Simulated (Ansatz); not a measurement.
Data:

SnGe₃:
```cif
data_Ge3Sn
_chemical_formula_sum 'Ge3 Sn1'
_space_group_name_H-M_alt 'P-4m2'
_space_group_IT_number 115
_space_group_name_Hall 'P -4 -2'
_cell_length_a 4.23260
_cell_length_b 4.23260
_cell_length_c 6.01489
_cell_angle_alpha 90.000
_cell_angle_beta 90.000
_cell_angle_gamma 90.000
loop_
_atom_site_label
_atom_site_type_symbol
_atom_site_symmetry_multiplicity
_atom_site_Wyckoff_symbol
_atom_site_fract_x
_atom_site_fract_y
_atom_site_fract_z
_atom_site_occupancy
Ge1 Ge 2 g 0.00000 0.50000 0.23269 1
Ge2 Ge 1 a 0.00000 0.00000 0.00000 1
Sn1 Sn 1 c 0.50000 0.50000 0.50000 1
```

This is the PBE-relaxed structure.

Question: All from plane-wave PAW PBE (Ansatz code), unless another level is named. Predict the electronic character.

Answer: metallic (no gap).

Question: And the formation energy from the elements (no fitted shifts)?

Answer: 0.041 eV/atom.

Question: Predict the density of states at the Fermi level.

Answer: 0.05 states/eV per atom (mean over ±0.08 eV).

The start of the workflow was typed in or built on a structure type; neither database checked (COD, Materials Project) lists it. Its standing as an ambient phase is unchecked. The cell was relaxed with PBE under the symmetry of its start; whether a distortion lowers the energy is not shown. The references are the lowest solids computed at this level, not always the standard phases. Scalar-relativistic: spin–orbit coupling is off unless named, which matters more the heavier the elements.

Potentials: the earlier of the program's two PAW sets.
